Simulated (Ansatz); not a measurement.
Sr2C (antifluorite), relaxed with r2SCAN in Ansatz 0.2.0. Space group Fm-3m (No. 225), cubic; a = 6.720 Å in the conventional setting, 25.29 Å³ an atom. C has 8 Sr at 2.91 Å; Sr has 4 C at 2.91 Å.

The axes x, y and z are those of this cell:
```
CELL_PARAMETERS angstrom
0.00000 3.36014 3.36014
3.36014 0.00000 3.36014
3.36014 3.36014 0.00000
ATOMIC_POSITIONS crystal
C 0.00000 0.00000 0.00000
Sr 0.25000 0.25000 0.25000
Sr 0.75000 0.75000 0.75000
```

Unstrained: HSE06 gives an indirect gap of 0.350 eV, from X to Γ; the least direct gap is 0.402 eV at X. Meshes: HSE06 4×4×4. Strains are changes of length per length. After each strain the atoms were relaxed again with r2SCAN within the symmetry that the strain leaves, so tilts or polar shifts that break it weren't tested; points keep the names that they have in the unstrained zone. No spin polarisation. The prototype was imposed, so other structures may be more stable.

**Question.** For epitaxial -1.17 % in the plane normal to [111], how far does the free direction move, and what happens to the gap?

**Answer.** The normal strain at zero normal stress is +1.61 %, 1.37 of the in-plane strain with the sign turned. HSE06: the gap goes from 0.350 to 0.360 eV (+0.010 eV).

**Question.** Apply isotropic -1.58 % on every length. How far does the gap move, against the unstrained cell?

**Answer.** HSE06: the gap goes from 0.350 to 0.360 eV (+0.010 eV); it turns from indirect (X → Γ) to direct (X).

**Question.** Apply uniaxial +3.04 % along z, other directions held. How far does the gap move, against the unstrained cell?

**Answer.** HSE06: the gap goes from 0.350 to 0.219 eV (-0.131 eV).

The meshes of the hybrids are coarse, so their gaps aren't converged to the digits shown.
